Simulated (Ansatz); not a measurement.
## Slab of hcp Os (0001), 5 layers

The slab is cut from the hcp crystal, the stable phase, as relaxed on PAW files (13.70 Å³/atom), with 16 Å of vacuum and a dipole correction:

```
CELL_PARAMETERS angstrom
2.71562 0.00000 0.00000
-1.35781 2.35180 0.00000
0.00000 0.00000 24.58240
ATOMIC_POSITIONS crystal
Os 0.00000 0.00000 0.32544
Os 0.33333 0.66667 0.41272
Os 0.00000 0.00000 0.50000
Os 0.33333 0.66667 0.58728
Os 0.00000 0.00000 0.67456
```

Computed with Ansatz 0.2.0; functional LDA, scalar-relativistic. Settings: a Γ-centred 15×15×1 k mesh, Fermi–Dirac smearing of 0.1 eV, no spin polarisation. Methods: LAPW: all electrons, basis error target 1 meV/atom; PAW: frozen-core files, cutoff 420 eV.

The bulk energy comes from a cell in the slab's orientation on a 15×15×9 mesh. The surface energy is (E(slab) − N·E(bulk))/2A at zero smearing, the mean of both faces; thin slabs carry quantum-size effects.

Spin–orbit coupling is left out, which matters for the heavy atoms. The PAW files were made under PBE. The cell is 1×1, so reconstructions are forbidden, and in slabs of four or five layers the relaxations can be far larger than at a real surface.

**Question.** As cut, the LAPW slab lies 2.946 eV above 5 atoms of bulk. What surface energy is that?

**Answer.** Over two faces of 6.39 Å² it is 230.6 meV/Å², and times 16.02 J/m² per eV/Å² that gives γ = 3.695 J/m².

**Question.** What do relaxation and the other method give, and what work function comes out?

**Answer.** 

| method | γ as cut (J/m²) | γ relaxed (J/m²) | Φ as cut (eV) | Φ relaxed (eV) |
| --- | --- | --- | --- | --- |
| LAPW | 3.695 | 3.581 | 5.68 | 5.61 |
| PAW | 3.695 | 3.580 | 5.68 | 5.61 |

**Question.** How do the spacings between the planes relax?

**Answer.** From the bottom face up: d12 -3.9 % of 2.146 Å, d23 +0.9 % of 2.146 Å, d34 +0.9 % of 2.146 Å, d45 -3.9 % of 2.146 Å.

**Question.** What changes if the images along the normal are cut off in place of the dipole correction?

**Answer.** LAPW then gives: no gap, work function 5.61 eV; PAW: no gap, work function 5.61 eV.

**Question.** A 4f core hole is made on one atom of each kind in every 1×1 cell (PAW hole dataset, neutral cell, valence without spin). What does it cost by layer?

**Answer.** layer 1 51.29 eV, layer 2 51.81 eV, layer 3 51.63 eV. Shifts between layers mean more than the absolute values, and a whole layer of holes screens otherwise than one hole.

**Question.** In the relaxed 1×1 cell, replace the outer, then the middle Os by Ir, which changes a whole layer. What shift does this Z+1 picture give?

**Answer.** E(outer) − E(middle) = -0.29 eV by LAPW and -0.29 eV by PAW; a positive value puts the surface line at higher binding energy.
